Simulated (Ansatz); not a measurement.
NaMo3Se3 in space group P6_3/m (No. 176; Na on 2c, Mo on 6h, Se on 6h), PBEsol (plane waves, PAW; program Ansatz), all energies at zero smearing, with the estimated change up to a 700 eV cutoff added, with one set of potentials and settings (totals compare only within such a set). Cell of 14 atoms (2 Na, 6 Mo, 6 Se): -64890.903 eV.

```tsv
element	reference phase	E (eV/atom)
Na	P6_3/mmc, 2 atoms in the cell	-1475.8697
Mo	Im-3m, 1 atoms in the cell	-4897.4695
Se	P3_121, 3 atoms in the cell	-5424.2079
```

Formation energy per atom, worked out: (-64890.903 − 2×(-1475.8697) − 6×(-4897.4695) − 6×(-5424.2079))/14 = -0.650 eV/atom (-63 kJ per mol of atoms), at 0 K, without zero-point energy or fitted corrections.

The workflow started from a Materials Project entry (that database holds measured and hypothetical structures alike); the Crystallography Open Database copy checked does not list it. Whether it is the stable phase at ambient conditions was not checked. The cell was relaxed with PBEsol under the symmetry of its start; of distortions, only those at the zone centre were tested. The run is not spin-polarised. The references are the lowest solids computed at this level, not always the standard phases.

Potentials: the later of the program's two PAW sets.
